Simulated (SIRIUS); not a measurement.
Variants of one calculation on SiO₂ (P2_1, 12 atoms in the cell; from Materials Project mp-972808, lattice scaled a little)

```xyz
12
Lattice="4.8953 0.0000 0.0000 0.0000 8.1208 0.0000 -2.3609 0.0000 4.3723" Properties=species:S:1:pos:R:3 pbc="T T T"
Si     2.0213     7.6155     1.5281
Si     0.5131     3.5551     2.8442
Si     2.9277     4.5774     1.3389
Si    -0.3933     0.5170     3.0334
O      0.8152     7.6845     2.5806
O      1.7192     3.6241     1.7917
O      2.4552     6.0962     1.3530
O      0.0792     2.0358     3.0194
O     -0.7268     4.4293     2.3353
O      3.2612     0.3688     2.0371
O      1.0278     4.1521     4.2387
O      1.5066     0.0917     0.1336
```

Base run A: LDA (PW92), PseudoDojo 0.4 standard norm-conserving LDA (tails mended) pseudopotentials (SIRIUS), self-consistent single point.

Its settings: parameters.ngridk = 3 2 3; parameters.xc_functionals = [XC_LDA_X, XC_LDA_C_PW]; parameters.gk_cutoff = 9.165 1/bohr; parameters.pw_cutoff = 18.331 1/bohr; parameters.smearing = gaussian; parameters.smearing_width = 0.000734986 Ha; potentials = PseudoDojo 0.4 standard norm-conserving LDA (tails mended) pseudopotentials; parameters.electronic_structure_method = pseudopotential; parameters.num_bands = 38; parameters.num_mag_dims = 0; parameters.num_dft_iter = 100; parameters.energy_tol = 1e-07 Ha; parameters.density_tol = 1e-06; mixer.type = broyden2; mixer.beta = 0.3; mixer.use_hartree = true.

The structure comes from a collection of computed structures, made at another level of theory; the collection holds predicted forms beside known ones. Its lattice was then scaled.

ΔF is the free energy per atom less that of run A. A dash stands where there is no value to compare (another energy zero, no result, no clean gap). Total energies depend on the potentials, the functional and any Hubbard or dispersion term, so they are compared only between runs that share all of them.

Run A gave: pressure (GPa) 0.69; largest force (eV/Å) 0.046; k-points 10.

Runs:
- B: lattice vector c scaled by 0.99
- C: parameters.gk_cutoff: 9.165 1/bohr → 6.481 1/bohr; parameters.pw_cutoff: 18.331 1/bohr → 12.962 1/bohr
- D: parameters.xc_functionals: [XC_LDA_X, XC_LDA_C_PW] → [XC_GGA_X_B88, XC_GGA_C_LYP]; pseudopotentials: PseudoDojo 0.4 standard norm-conserving LDA (tails mended) pseudopotentials → PseudoDojo 0.5 standard norm-conserving PBE (tails mended) pseudopotentials [BLYP]
- E: parameters.num_bands: 38 → 36
- F: parameters.energy_tol: 1e-07 Ha → 3.7e-12 Ha; parameters.density_tol: 1e-06 → 1
- G: parameters.use_symmetry: default → false
- H: lattice scaled by 1.03
- I: parameters.energy_tol: 1e-07 Ha → 0.0001 Ha; parameters.density_tol: 1e-06 → 0.0001
- J: parameters.num_dft_iter: 100 → 200; mixer.max_history: default → 1
- K: iterative_solver.num_steps: default → 2

What does run C change against A?

The free energy rises by 1.38 eV/atom, the pressure goes from 0.69 to -53.01 GPa and the largest force goes from 0.046 to 0.218 eV/Å.

What does run H change against A?

The free energy rises by 52.0 meV/atom, the pressure goes from 0.69 to -12.17 GPa and the largest force goes from 0.046 to 0.919 eV/Å.

What does run D change against A?

The pressure goes from 0.69 to 10.44 GPa and the largest force goes from 0.046 to 0.617 eV/Å.

```
run  ΔF (meV/atom)  pressure (GPa)  largest force (eV/Å)  k-points
---  -------------  --------------  --------------------  --------
A             0.00            0.69                 0.046        10
B              2.5            2.46                 0.428        10
C           1378.8          -53.01                 0.218        10
D                –           10.44                 0.617        10
E             0.00            0.69                 0.046        10
F             0.00            0.69                 0.046        10
G             0.00            0.69                 0.046        18
H             52.0          -12.17                 0.919        10
I             0.00            0.69                 0.046        10
J             0.00            0.69                 0.046        10
K             0.00            0.69                 0.046        10
```

At a cut-down plane-wave cutoff the stress holds a Pulay term: a spurious tension from the incomplete basis, which lowers the pressure; energies, forces and gaps of such rows are unconverged too.

Some of these runs use potentials made for another functional than their own.

“Tails mended”: in these copies of the files the far tail of each local potential was reset to the Coulomb form.
